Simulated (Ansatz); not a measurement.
ZrC:
```
CELL_PARAMETERS angstrom
      0.00000     2.35423     2.35423
      2.35423     0.00000     2.35423
      2.35423     2.35423     0.00000
ATOMIC_POSITIONS crystal
  C  0.00000 0.00000 0.00000
  Zr 0.50000 0.50000 0.50000
```

Relaxed with PBE. Special points in fractions of this cell's reciprocal vectors: Γ (0.000, 0.000, 0.000); X (0.500, 0.000, 0.500); U (0.625, 0.250, 0.625); K (0.375, 0.375, 0.750); L (0.500, 0.500, 0.500); W (0.500, 0.250, 0.750).

Question: List the band energies nearest the Fermi level at these points for plane-wave PAW PBE with spin–orbit coupling (Ansatz code).

Answer: In eV from the Fermi level; about four levels below and three above (degenerate sets whole), none deeper than 8.9 eV; points with the same levels are listed once.

| k | below | above |
|---|---|---|
| Γ | – | 0.83 0.83 0.89 0.89 0.89 0.89 |
| X | -1.80 -1.80 -0.06 -0.06 | 0.05 0.05 4.36 4.36 |
| U | -2.35 -2.35 -1.62 -1.62 | 1.44 1.44 4.79 4.79 |
| L | -2.99 -2.99 -2.97 -2.97 | 4.41 4.41 4.42 4.42 |
| W | -2.47 -2.47 -2.33 -2.33 | 3.20 3.20 3.22 3.22 |

Space group Fm-3m (rock salt). The PBE relaxation kept the symmetry of its start; of distortions, only those at the zone centre were tested. No spin polarisation was allowed.

Potentials: the later of the program's two PAW sets.
